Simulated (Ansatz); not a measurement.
Data:

Ge2Sb2Te5 (Ge2Sb2Te5-Kooi type, space group P-3m1)

```cif
data_Ge2Sb2Te5
_chemical_formula_sum 'Te5 Ge2 Sb2'
_space_group_name_H-M_alt 'P-3m1'
_space_group_IT_number 164
_space_group_name_Hall '-P 3 2"'
_cell_length_a 4.26626
_cell_length_b 4.26626
_cell_length_c 17.61904
_cell_angle_alpha 90.000
_cell_angle_beta 90.000
_cell_angle_gamma 120.000
loop_
_atom_site_label
_atom_site_type_symbol
_atom_site_symmetry_multiplicity
_atom_site_Wyckoff_symbol
_atom_site_fract_x
_atom_site_fract_y
_atom_site_fract_z
_atom_site_occupancy
Te1 Te 1 a 0.00000 0.00000 0.00000 1
Ge1 Ge 2 d 0.66667 0.33333 0.09772 1
Te2 Te 2 d 0.33333 0.66667 0.19305 1
Sb1 Sb 2 c 0.00000 0.00000 0.30821 1
Te3 Te 2 d 0.66667 0.33333 0.40469 1
```

The volume is varied about the relaxed value V₀ at fixed cell shape. The atoms relax within the cell's symmetry.

Method: r2SCAN (plane waves to 500 eV, PAW, scalar-relativistic; Ansatz, a program for electronic structure). k mesh 9×9×2 (Γ-centred), Fermi-Dirac smearing 0.05 eV. E stands for the smeared free energy. Compression counts positive. With the shape held, the modulus is that of even scaling; a crystal free to change shape is softer. Ge2Sb2Te5 was relaxed with its symmetry unable to fall. Spin-orbit coupling is left out, though Sb and Te are heavy. The zero of ΔE is the relaxed starting cell.

The scan covers V/V₀ from 0.900 to 1.100 in 13 points.

Q: What pressure does the cell carry at V/V₀ = 0.900?

A: 4.61 GPa.

Q: What is ΔE at V/V₀ = 1.100?

A: 21.5 meV/atom.

Q: What is ΔE at V/V₀ = 0.900?

A: 39.2 meV/atom.

(Under strain, the slope of the energy per volume gives the stress and its curvature an elastic modulus.)
